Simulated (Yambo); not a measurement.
## Optical response of AlO2H

```
AlO2H
1.0
    2.86155     0.00000     0.00000
    0.00000     4.26348     0.00000
    0.00000     0.00000     4.76997
H O Al
2 4 2
Direct
  0.50000   0.19451   0.97696
  0.00000   0.80549   0.47696
  0.00000   0.50252   0.64878
  0.50000   0.49748   0.14878
  0.00000   0.00094   0.34855
  0.50000   0.99906   0.84855
  0.50000   0.27634   0.49112
  0.00000   0.72366   0.99112
```

Yambo, RPA with local fields on PBEsol bands; 10×6×6 mesh, 49 bands, 3 Ry local-field block, 0.2 eV broadening; field along z.

```csv
E (eV),Im ε,Re ε,"Im ε, independent particles"
0.0,0.00,3.13,0.00
0.5,0.00,3.13,0.00
1.0,0.01,3.15,0.01
1.5,0.01,3.17,0.01
2.0,0.01,3.19,0.01
2.5,0.02,3.23,0.02
3.0,0.02,3.28,0.02
3.5,0.03,3.35,0.03
4.0,0.04,3.43,0.04
4.5,0.05,3.55,0.05
5.0,0.08,3.70,0.08
5.5,0.20,3.93,0.19
6.0,0.44,4.19,0.42
6.5,0.79,4.24,0.75
7.0,0.82,4.02,0.77
7.5,0.91,4.38,0.86
8.0,1.18,4.16,1.10
8.5,1.34,4.78,1.28
9.0,2.08,4.90,2.02
9.5,2.56,4.68,2.52
10.0,2.89,4.42,2.88
10.5,3.62,4.30,3.80
11.0,4.89,3.26,5.26
11.5,3.73,1.97,3.96
12.0,3.23,2.05,3.54
12.5,3.40,2.24,4.02
13.0,3.59,1.50,4.32
13.5,3.07,1.43,3.82
14.0,2.94,1.24,3.78
14.5,2.77,1.24,3.58
15.0,2.63,1.47,3.66
15.5,2.85,1.77,4.31
16.0,3.48,1.61,5.08
16.5,3.95,1.00,4.58
17.0,4.06,0.01,3.90
17.5,3.39,-0.73,2.86
18.0,2.65,-0.83,2.29
18.5,2.26,-0.73,2.00
19.0,1.79,-0.81,1.50
19.5,1.66,-0.53,1.42
20.0,1.62,-0.59,1.37
```

Peak heights and small wiggles depend on the k mesh. Convergence of the RPA response with its 10×6×6 mesh was not tested. No excitonic effects at this level.

Geometry of the Materials Project entry, not relaxed at this level.
